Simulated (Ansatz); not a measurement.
KSrBr3 (cubic perovskite), relaxed with r2SCAN in the plane-wave code Ansatz: it is cubic, Pm-3m (No. 221); a = 5.938 Å in the conventional setting, 41.88 Å³ an atom. Around K lie 12 Br at 4.20 Å; around Sr lie 6 Br at 2.97 Å; around Br lie 2 Sr at 2.97 Å and 4 K at 4.20 Å. The cell was then strained (x, y and z are the cube axes), with the atoms relaxed again; stress is positive in compression. No spin polarisation. The prototype was imposed, so other structures may be more stable.

- Uniaxial +1.0 % along x, other directions held: r2SCAN's stress changes by -0.43 GPa along the strain and -0.05 GPa across it.
- Isotropic -1.0 % on every length: the pressure changes by +0.60 GPa, and the HSE06 gap (R → Γ) goes from 4.863 to 4.905 eV.

**Question.** Estimate C₁₁, C₁₂ and the bulk modulus from the uniaxial step.

**Answer.** With compression positive, C₁₁ ≈ −Δσ∥/ε = (+0.43)/(+0.0100) = 43 GPa and C₁₂ ≈ (+0.05)/(+0.0100) = 5 GPa; B = (C₁₁ + 2C₁₂)/3 = 18 GPa. A one-sided step carries third-order terms: it reads low by some per cent.

**Question.** What bulk modulus does the isotropic step give?

**Answer.** Δ ln V = 3 ln(0.9900) = -0.0302, so B ≈ −ΔP/Δ ln V = 20 GPa, against 18 GPa from C₁₁ and C₁₂; one-sided steps of finite size carry third-order terms.

**Question.** Give the volume deformation potential of that gap and its pressure coefficient.

**Answer.** a_V = ΔE_g/Δ ln V = (+0.042)/(-0.0302) = -1.39 eV; dE_g/dP = −a_V/B = +70 meV/GPa, with HSE06's gap and r2SCAN's modulus.

The runs are scalar-relativistic, without spin-orbit coupling.

The meshes of the hybrids are coarse, so their gaps aren't converged to the digits shown.
